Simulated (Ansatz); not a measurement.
AlRu:
```
AlRu
1.0
    0.00000     2.49098     2.49098
    2.49098     0.00000     2.49098
    2.49098     2.49098     0.00000
Ru Al
1 1
Cartesian
  0.00000   0.00000   0.00000
  2.49098   2.49098   2.49098
```

Relaxed with PBE. Special points in fractions of this cell's reciprocal vectors: Γ (0.000, 0.000, 0.000); X (0.500, 0.000, 0.500); U (0.625, 0.250, 0.625); K (0.375, 0.375, 0.750); L (0.500, 0.500, 0.500); W (0.500, 0.250, 0.750).

### Question
List the band energies nearest the Fermi level at these points for PBE (plane waves, PAW; program Ansatz).

### Answer
In eV from the Fermi level; about four levels below and three above (degenerate sets whole), none deeper than 8.9 eV; … stands for higher levels left out; points with the same levels are listed once.

| k | below | above |
|---|---|---|
| Γ | -1.97 -1.97 -1.97 -1.67 -1.67 | … |
| X | -5.86 -3.41 -2.42 -0.94 | 0.10 0.10 2.19 |
| U | -3.58 -2.84 -1.83 -0.17 | 0.42 1.31 2.51 |
| L | -2.78 -2.78 -0.30 -0.30 | 1.30 7.33 … |
| W | -5.14 -3.11 -3.11 -2.38 | 0.10 1.30 1.59 1.59 |

Space group Fm-3m (rock salt). The start of the workflow was typed in or built on a structure type; neither database checked (COD, Materials Project) lists it. COD files the formula under space group No. 221, so this cell is another polymorph or a model. Its standing as an ambient phase is unchecked. Symmetry was held in the PBE relaxation; whether a distortion lowers the energy is not shown. No spin polarisation was allowed. Its formation energy is positive at this level, so the cell may be metastable or incomplete. Spin–orbit coupling is left out wherever it is not named.

Potentials: the later of the program's two PAW sets.
